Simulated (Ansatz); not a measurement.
Mg: strain energy, fitted

Mg, P6_3/mmc, a = 3.194 Å, c = 5.104 Å. Ansatz: r2SCAN, PAW, 500 eV, Γ-centred 15×15×8 mesh on 2 atoms, Gaussian smearing 0.10 eV; no spin polarisation. Series: biaxial strain in the a-b plane, c and atoms relaxed; x is the strain in per cent. y is the free energy over the unstrained cell, V0 = 22.547 Å³/atom.

```
x (%) y (meV/atom)
 -4.5             ?
 -3.0         12.05
 -1.5          2.90
  0.0          0.00
  1.5          2.91
  3.0         11.37
  4.5         24.32
```

Question: Fit y = c2 x² + c3 x³ to the other rows, turn c2 into a modulus, and predict the missing energy.

Answer: Least squares on the rows shown. y = 1.2889 x² − 0.018453 x³. In eV per unit strain² c2 is 12.89; M is the biaxial modulus (E = M V0 ε²): 12.89 × 160.2 / (22.547) = 92 GPa. At x = -4.5 the fit asked for gives 27.78 meV/atom. The run gave 28.32 meV/atom, so the fit is 0.54 meV/atom too low, 1.9 % of the span of the series, against an rms of 0.14 meV/atom on the fitted rows. The row lies outside the fitted range. With a term in x⁴ added, a fit to the same known rows predicts 26.69 meV/atom, further off still.